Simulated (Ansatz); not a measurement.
VSb, first-principles data

VSb:
```cif
data_Sb2V2
_chemical_formula_sum 'V2 Sb2'
_space_group_name_H-M_alt 'P 1'
_space_group_IT_number 1
_cell_length_a 4.07416
_cell_length_b 4.07416
_cell_length_c 5.50227
_cell_angle_alpha 90.000
_cell_angle_beta 90.000
_cell_angle_gamma 120.000
loop_
_space_group_symop_operation_xyz
  'x, y, z'
loop_
_atom_site_label
_atom_site_type_symbol
_atom_site_fract_x
_atom_site_fract_y
_atom_site_fract_z
_atom_site_occupancy
V1 V 0.00000 0.00000 0.00000 1
V2 V 0.00000 0.00000 0.50000 1
Sb1 Sb 0.66667 0.33333 0.25000 1
Sb2 Sb 0.33333 0.66667 0.75000 1
```
The run is spin-polarised; directions of the spins, atom by atom: ↑ ↑ 0 0.

Space group P6_3/mmc (No. 194), NiAs type; conventional cell a = 4.0742 Å, b = 4.0742 Å, c = 5.5023 Å, α = 90.00°, β = 90.00°, γ = 120.00°.

Method: plane-wave PAW PBEsol (Ansatz code). Structure relaxed to zero pressure with the same functional. Other levels are named where they apply.

Cell and energy:

```json
{
 "volume_per_atom": "19.77 Å³",
 "density": "7.25 g/cm³",
 "Formation energy from the elements (no fitted shifts)": "-0.1 kJ/mol-atom"
}
```

Electronic structure:

```json
{
 "electronic_character": "metallic (no gap)",
 "Density of states at the Fermi level": "0.86 states/eV per atom (mean over ±0.08 eV)"
}
```

Magnetism:

```json
{
  "magnetic_order": "ferromagnetic",
  "net_moment": "0.65 μB per atom"
}
```

Mechanics:

```json
{
  "Bulk modulus (Birch–Murnaghan fit)": "105 GPa",
  "Pressure derivative B′": "4.8"
}
```

The workflow started from a Materials Project entry (that database holds measured and hypothetical structures alike); the Crystallography Open Database copy checked does not list it. Its standing as an ambient phase is unchecked. The PBEsol relaxation kept the symmetry of its start; its stability against distortions is not shown here. Spin order of the final state: ferromagnetic, chosen from 5 collinear starts compared on coarse meshes (ties went to the first, and starts can fall back to one state), not a proven ground state. The program gave a warning on the electronic state, which may not be the lowest. Point labels and valley counts follow the cell and symmetry of the run, lower than the named group. The references are the lowest solids computed at this level, not always the standard phases. Spin–orbit coupling is left out wherever it is not named.

Potentials: the later of the program's two PAW sets.
